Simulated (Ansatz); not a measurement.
# Energy against volume for GaN (zinc blende)

GaN (zinc blende)

```cif
data_GaN
_chemical_formula_sum 'N1 Ga1'
_space_group_name_H-M_alt 'P 1'
_space_group_IT_number 1
_cell_length_a 3.21628
_cell_length_b 3.21628
_cell_length_c 3.21628
_cell_angle_alpha 60.000
_cell_angle_beta 60.000
_cell_angle_gamma 60.000
loop_
_space_group_symop_operation_xyz
  'x, y, z'
loop_
_atom_site_label
_atom_site_type_symbol
_atom_site_fract_x
_atom_site_fract_y
_atom_site_fract_z
_atom_site_occupancy
N1 N 0.75000 0.75000 0.75000 1
Ga1 Ga 0.00000 0.00000 0.00000 1
```

Equation-of-state scan: isotropic scaling of the cell above, V₀ being its volume. Symmetry pins the atoms to their sites.

The numbers are results of PBE (plane waves to 420 eV, PAW, scalar-relativistic; Ansatz, a first-principles code), not measurements. k mesh 12×12×12 (Γ-centred), Fermi-Dirac smearing 0.05 eV. E stands for the smeared free energy. Stress and pressure are positive under compression. GaN was relaxed with its symmetry unable to fall. The zero of ΔE is the relaxed starting cell.

```
V (Å³/atom)  ΔE (meV/atom)  P (GPa)
-----------  -------------  -------
10.587                76.4     22.9
10.783                51.3     18.1
10.979                31.8     13.8
11.175                17.3      9.9
11.371                 7.5      6.3
11.567                 1.8      3.0
11.763                 0.0      0.0
11.959                 1.7     -2.7
12.155                 6.6     -5.2
12.351                14.4     -7.5
12.547                24.9     -9.6
12.743                37.9    -11.5
12.939                53.0    -13.2
```

Key numbers:

The pressure at the smallest volume is 22.9 GPa, the energy cost of the largest compression comes out as 76.4 meV/atom and the energy cost of the largest expansion is 53.0 meV/atom. The bulk modulus B₀ (third-order Birch-Murnaghan fit) comes out as 172 GPa, the pressure derivative B₀′ (fit) is 4.4 and the equilibrium volume of the fit comes out as 11.76 Å³/atom. The pressure for 5 % compression (fit) comes out as 9.9 GPa.

(Under strain, the slope of the energy per volume gives the stress and its curvature an elastic modulus.)
